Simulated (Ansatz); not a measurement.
This run works on a generated trial structure, not on a known crystal.

Input and command of a plane-wave DFT calculation in Ansatz:

```yaml
crystal:
  lattice:
    - [2.6940589304, 0.0, 0.0]
    - [-1.3470294652, 2.333123473, 0.0]
    - [0.0, 0.0, 7.4196331773]
  atoms:
    - { symbol: Cu, position: [0.6666666667, 0.3333333333, 0.5] }
    - { symbol: Cu, position: [0.3333333333, 0.6666666667, 0.2023551609] }
    - { symbol: Cu, position: [0.3333333333, 0.6666666667, 0.7976448391] }
    - { symbol: B, position: [0.6666666667, 0.3333333333, 0.0] }
basis:
  ecutwfc: 420
kpoints:
  mp_grid: { grid: [18, 18, 6] }
hamiltonian:
  xc: pbe
scf:
  occupations: { method: gaussian, width: 0.1 }
output:
  forces: true
  stress: true
  eigenvalues: true
relax:
  adjacent_minimum: "off"
  f_tol: 0.01
  max_steps: 30
  cell: { stress_tol: 0.1, fix: [volume] }
```

```bash
ansatz run input.yaml --threads 1 --pin off --max-ram 2560MiB --backend cpu --events-out ev --progress --plain --runs-dir out
```

Processor: Intel(R) Xeon(R) Processor @ 2.50GHz (Skylake/Cascade Lake), 1 thread, on a host shared with other jobs.

Q: How long does it run, and how much memory does it take?

A: About 3.4 min, peak memory 0.49 GiB. It solves 36 bands at 148 k points (after reduction by symmetry) with about 919 plane waves, in 42 SCF iterations over 6 ionic steps.
